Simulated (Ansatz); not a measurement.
TiAl:
```xyz
2
Lattice="2.7945 0.0000 0.0000 0.0000 2.7945 0.0000 0.0000 0.0000 4.0389" Properties=species:S:1:pos:R:3 pbc="T T T"
Ti     1.3973     1.3973     2.0194
Al     0.0000     0.0000     0.0000
```

Relaxed with PBEsol.

**Question.** List the phonon frequencies at the special points (DFPT on a 5×5×3 q-mesh, Fourier-interpolated; plane-wave PAW PBEsol (Ansatz code)).

**Answer.** In cm⁻¹; no LO–TO term at Γ, as the run had none.

```csv
q,frequencies
Γ,0 0 0 270 270 312
X,151 220 222 269 297 312
M,282 282 291 309 331 331
Z,174 183 183 217 217 294
R,162 163 209 223 331 336
A,159 276 276 308 308 313
```

Space group P4/mmm (L1₀ or tetragonal B2). The cell was relaxed with PBEsol under the symmetry of its start. The run is not spin-polarised. As this level gives no gap, phonon frequencies hold no LO–TO term and depend on the k-mesh and smearing (Fermi–Dirac, 0.1 eV here).

Potentials: the earlier of the program's two PAW sets. The files were generated under PBE; for other functionals the program regenerates the frozen cores, and for LDA and PBEsol the local potential too.
